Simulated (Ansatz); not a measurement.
## Two states of BaCo₂H₂

```xyz
5
Lattice="2.1619 3.7446 0.0000 -2.1619 3.7446 0.0000 0.0000 0.0000 4.6776" Properties=species:S:1:pos:R:3 pbc="T T T"
H    -0.0002    2.4965    0.5763
H     0.0002    4.9927    4.1013
Ba    0.0000    0.0000    0.0000
Co   -0.0002    2.4965    2.1891
Co    0.0002    4.9927    2.4885
```

Level: LDA, with U_eff = 3.65 eV on Co d (all-electron-ortho-atomic projectors); 420 eV; 5×5×4 Γ-centred mesh; cold occupations (width 0.1138 eV); Ansatz 0.2.0, fixed geometry.

State A: Co4 along (0.87, -0.50, -0.01), Co5 along (-0.87, 0.50, 0.01) (spinors with spin-orbit coupling). State B: Co4 along (0.00, 0.00, 1.00), Co5 along (0.00, 0.00, 1.00) (spinors with spin-orbit coupling).

Q: Which state is lower, and how do they differ?

A: State B is lower by 19.4 meV an atom at zero smearing.

```
state  free energy (meV/atom)  largest moment in a small sphere (μB)  net moment (μB/cell)  gap on mesh (eV)  pressure (GPa)  largest force (eV/Å)
    A                    19.4                                   1.56                  0.00             metal             0.0                  0.37
    B                     0.0                                   1.65                  3.45             metal            -0.6                  0.50
```

Origin: a known structure type with other elements, at an estimated volume, so it need not be a known compound. Caveats: the k mesh is coarse if the cell is a metal; the SCF threshold is loose for a stress.
